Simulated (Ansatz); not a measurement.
CuI (zinc blende, F-43m), a = b = c = 5.939 Å, α = β = γ = 90.00°; the cell used has 2 atoms.

Relaxed with PBEsol.

**Question.** Decompose the optical modes at the zone centre into irreducible representations, and say which are infrared and Raman allowed.

**Answer.** Point group -43m: Γ_opt = T2. Infrared: T2. Raman: T2.

**Question.** Assign frequencies (DFPT, PBEsol (plane waves, PAW; program Ansatz); without the LO–TO term).

**Answer.** T2 145 cm⁻¹.

The cell was relaxed with PBEsol under the symmetry of its start. No spin polarisation was allowed. Spin–orbit coupling is left out wherever it is not named.

Potentials: the earlier of the program's two PAW sets. The files were generated under PBE; for other functionals the program regenerates the frozen cores, and for LDA and PBEsol the local potential too.
